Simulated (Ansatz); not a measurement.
The relaxed structure here is a generated cell of WSe2: the first start was made by placing the elements on the sites of a structure type, and the end was not matched to a known phase here, so it may be hypothetical. Known forms of WSe2 include space group No. 194.

The end point of a relaxation of WSe2. Computed with PBE (plane waves to 420 eV, PAW, scalar-relativistic; Ansatz, a first-principles code).

```cif
data_Se8W4
_chemical_formula_sum 'W4 Se8'
_space_group_name_H-M_alt 'P 1'
_space_group_IT_number 1
_cell_length_a 6.29914
_cell_length_b 6.26385
_cell_length_c 6.47711
_cell_angle_alpha 90.000
_cell_angle_beta 100.078
_cell_angle_gamma 90.000
loop_
_space_group_symop_operation_xyz
  'x, y, z'
loop_
_atom_site_label
_atom_site_type_symbol
_atom_site_fract_x
_atom_site_fract_y
_atom_site_fract_z
_atom_site_occupancy
W1 W 0.27596 0.04859 0.19841 1
W2 W 0.72404 0.54859 0.30159 1
W3 W 0.72404 0.95141 0.80159 1
W4 W 0.27596 0.45141 0.69841 1
Se1 Se 0.07997 0.34659 0.34275 1
Se2 Se 0.92003 0.84659 0.15725 1
Se3 Se 0.92003 0.65341 0.65725 1
Se4 Se 0.07997 0.15341 0.84275 1
Se5 Se 0.44914 0.76143 0.49554 1
Se6 Se 0.55086 0.26143 0.00446 1
Se7 Se 0.55086 0.23857 0.50446 1
Se8 Se 0.44914 0.73857 0.99554 1
```

Find the space group and the Wyckoff positions (tolerance 0.01 Å).

Space group P2₁/c (No. 14); a = 6.299 Å, b = 6.264 Å, c = 6.477 Å, α = γ = 90.00°, β = 100.08°

```json
[
 {"atom": "W", "site": "4e", "symmetry": "1", "x": "0.2760", "y": "0.0486", "z": "0.1984"},
 {"atom": "Se", "site": "4e", "symmetry": "1", "x": "0.0800", "y": "0.3466", "z": "0.3428"},
 {"atom": "Se", "site": "4e", "symmetry": "1", "x": "0.5509", "y": "0.2614", "z": "0.0045"}
]
```

This is the AFLOW prototype A2B_mP12_14_2e_e (C43, as in ZrO2).

Give the shortest distances between elements (the closest pairs, up to four, under 3.6 Å).

Se–W 2.50 Å; Se–Se 3.04 Å.

```yaml
volume_per_atom: 20.97 Å³
band_gap: no gap (metallic)
```

No spin polarisation in the result.

The run could not lose the symmetry of its start; a randomly shaken copy of 12 atoms returns to this structure.
